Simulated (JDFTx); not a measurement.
Pb(110) slab cut from bulk Pb (space group Fm-3m, indices of the conventional cell, lattice of the Materials Project entry mp-20483, not re-optimised): 8 atoms in 8 planes, a 1x1 cell of 17.60 Å² (|a| = 3.528, |b| = 4.990 Å), 12.1 Å between the outermost planes, cell height 28.3 Å, 6×4×1 k mesh, Fermi smearing 0.01 Ha, no spin polarisation.

All numbers are PBE, GBRV ultrasoft potentials, plane waves to 20/100 Ha results from a modified build of JDFTx, not measurements. Liquid: linear PCM (GLSSA13), water, 1 M KF. Between zero charge and -0.22 V from it the run gives σ = -4.0 μC/cm², a mean capacitance of 18.3 μF/cm². The liquid has ε = 78.4, a 1:1 salt at 1 M with linear (Debye) response, and T = 298 K.

A calculation by hand: the Debye length, the diffuse-layer capacitance, and the inner capacitance that is left when the two stand in series.

Each ion has density c = 1 × 6.022×10⁻⁴ = 6.022e-04 Å⁻³. λ² = ε kT / (8π (e²/4πε₀) c) with kT = 0.02568 eV and e²/4πε₀ = 14.40 eV Å gives λ = 3.04 Å; the log prints 3.04 Å. C_diffuse = ε₀ε/λ = 228 μF/cm². Then 1/C_inner = 1/18.3 − 1/228, so C_inner = 19.9 μF/cm², which equals a vacuum gap of ε₀/C_inner = 0.45 Å. The diffuse layer takes 8 % of the potential drop; the rest lies between the electrode's charge and the onset of the dielectric, with the electrode's own (quantum) capacitance in it. The split is a model: in the calculation solvent and ions share one smooth cavity.
